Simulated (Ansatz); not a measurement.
Starting cell, Te (trigonal-Te type, space group P3_121):

```yaml
crystal:
  lattice:
    - [4.52090, 0.00000, 0.00000]
    - [-2.26045, 3.91521, 0.00000]
    - [0.00000, 0.00000, 5.95427]
  atoms:
    - { symbol: Te, position: [0.26811, 0.00000, 0.33333] }
    - { symbol: Te, position: [0.00000, 0.26811, 0.66667] }
    - { symbol: Te, position: [0.73189, 0.73189, 0.00000] }
```

In this cell atom 1 (Te, nearest neighbour Te at 2.889 Å; its periodic images, 4.5 Å or more away, move with it) is moved by s along Cartesian [111], unit vector (0.577, 0.577, 0.577); all other atoms and the cell stay fixed.

Level of theory: PBE (plane waves to 420 eV, PAW, scalar-relativistic; Ansatz, a quantum-chemistry and plane-wave program). k mesh 7×7×5 (Γ-centred), Fermi-Dirac smearing 0.05 eV. The energy includes the smearing's −TS. As the smearing reaches across the gap at some points, energies and forces of such displacements shift with the k mesh and the smearing. Spin-orbit coupling is left out, though Te is heavy. Te was relaxed with its symmetry unable to fall. ΔE is measured from the undisplaced structure. The last digit holds for this mesh only.

```json
[
 {"s (Å)": "-0.580", "ΔE (meV/cell)": "1481.0"},
 {"s (Å)": "-0.464", "ΔE (meV/cell)": "794.3"},
 {"s (Å)": "-0.348", "ΔE (meV/cell)": "377.3"},
 {"s (Å)": "-0.232", "ΔE (meV/cell)": "withheld"},
 {"s (Å)": "-0.116", "ΔE (meV/cell)": "30.4"},
 {"s (Å)": "0.000", "ΔE (meV/cell)": "0.0"},
 {"s (Å)": "0.116", "ΔE (meV/cell)": "22.4"},
 {"s (Å)": "0.232", "ΔE (meV/cell)": "74.9"},
 {"s (Å)": "0.348", "ΔE (meV/cell)": "140.6"},
 {"s (Å)": "0.464", "ΔE (meV/cell)": "216.5"},
 {"s (Å)": "0.580", "ΔE (meV/cell)": "305.3"}
]
```

### Question
Fit a polynomial form (powers 2, 3, 4) to the given rows and predict ΔE at s = -0.232.

### Answer
Least squares on the 10 given rows: ΔE = (1840)·s² + (-2981)·s³ + (2414)·s⁴, in meV/cell with s in Å; root-mean-square residual 6.32 meV/cell. At -0.232 the fit gives 143.3 meV/cell; the calculation gives 142.5 meV/cell, so the interpolation is off by 0.8 (+0.6 %). The quadratic term alone would give 99.0 meV/cell.

(A displaced cell: forces are minus the slopes of the energy, force constants its curvatures, and phonons follow from these.)
